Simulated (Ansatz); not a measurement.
Computed with Ansatz, DFT PBE, scalar-relativistic, plane waves, PAW. Settings: cutoff 420 eV, Γ-centred meshes spaced at most about 0.3 Å⁻¹, and about 0.25 Å⁻¹ or finer for metals (2π included), Gaussian smearing. No spin polarisation in the final relaxations.

Temperature and zero-point effects are left out. All come from trial cells, and lower structures may exist.

Question: Which of these relaxed structures of B5W is the lowest in energy?
1.

```cif
data_structure
_symmetry_space_group_name_H-M 'F-43m'
_symmetry_Int_Tables_number 216
_cell_length_a 5.6777
_cell_length_b 5.6777
_cell_length_c 5.6777
_cell_angle_alpha 90.000
_cell_angle_beta 90.000
_cell_angle_gamma 90.000
_cell_volume 183.03
loop_
_atom_site_label
_atom_site_type_symbol
_atom_site_symmetry_multiplicity
_atom_site_Wyckoff_symbol
_atom_site_fract_x
_atom_site_fract_y
_atom_site_fract_z
_atom_site_occupancy
B1 B 4 c 0.25000 0.25000 0.25000 1
B2 B 16 e 0.12098 0.37902 0.87902 1
W1 W 4 a 0.00000 0.00000 0.00000 1
```

2.

```cif
data_structure
_symmetry_space_group_name_H-M 'P6/mmm'
_symmetry_Int_Tables_number 191
_cell_length_a 2.9224
_cell_length_b 2.9224
_cell_length_c 6.5172
_cell_angle_alpha 90.000
_cell_angle_beta 90.000
_cell_angle_gamma 120.000
_cell_volume 48.20
loop_
_atom_site_label
_atom_site_type_symbol
_atom_site_symmetry_multiplicity
_atom_site_Wyckoff_symbol
_atom_site_fract_x
_atom_site_fract_y
_atom_site_fract_z
_atom_site_occupancy
B1 B 4 h 0.33333 0.66667 0.27483 1
B2 B 1 b 0.00000 0.00000 0.50000 1
W1 W 1 a 0.00000 0.00000 0.00000 1
```

3.

```cif
data_structure
_symmetry_space_group_name_H-M 'P6/mmm'
_symmetry_Int_Tables_number 191
_cell_length_a 4.1503
_cell_length_b 4.1503
_cell_length_c 2.9579
_cell_angle_alpha 90.000
_cell_angle_beta 90.000
_cell_angle_gamma 120.000
_cell_volume 44.12
loop_
_atom_site_label
_atom_site_type_symbol
_atom_site_symmetry_multiplicity
_atom_site_Wyckoff_symbol
_atom_site_fract_x
_atom_site_fract_y
_atom_site_fract_z
_atom_site_occupancy
B1 B 3 g 0.00000 0.50000 0.50000 1
B2 B 2 c 0.33333 0.66667 0.00000 1
W1 W 1 a 0.00000 0.00000 0.00000 1
```

4.

```cif
data_structure
_symmetry_space_group_name_H-M 'P4/mmm'
_symmetry_Int_Tables_number 123
_cell_length_a 2.9564
_cell_length_b 2.9564
_cell_length_c 5.9726
_cell_angle_alpha 90.000
_cell_angle_beta 90.000
_cell_angle_gamma 90.000
_cell_volume 52.20
loop_
_atom_site_label
_atom_site_type_symbol
_atom_site_symmetry_multiplicity
_atom_site_Wyckoff_symbol
_atom_site_fract_x
_atom_site_fract_y
_atom_site_fract_z
_atom_site_occupancy
B1 B 2 h 0.50000 0.50000 0.70475 1
B2 B 2 e 0.50000 0.00000 0.50000 1
B3 B 1 c 0.50000 0.50000 0.00000 1
W1 W 1 a 0.00000 0.00000 0.00000 1
```

Answer: 2. It has space group P6/mmm (No. 191); the next, 1, with space group F-43m (No. 216), lies 166 meV/atom higher. Counting B atoms around W (those within 1.25 times the shortest such distance or 1.15 times the sum of covalent radii), the lowest has W 12 and the next has W 16. The lowest holds B–B nets (shortest 1.69 Å); the next holds B–B units of three or more atoms (shortest 1.94 Å). Even the lowest lies +0.51 eV/atom against the elements.

Spin–orbit coupling, which can matter for W, is left out. A magnetic state wasn't ruled out in cells without spin, among them P6/mmm at 8.0 Å³/atom, F-43m, P6/mmm at 7.4 Å³/atom, P4/mmm. Cells relaxed within their symmetry can be saddle points. Some types were kept out of the candidates beforehand, so the set may lack a known form.
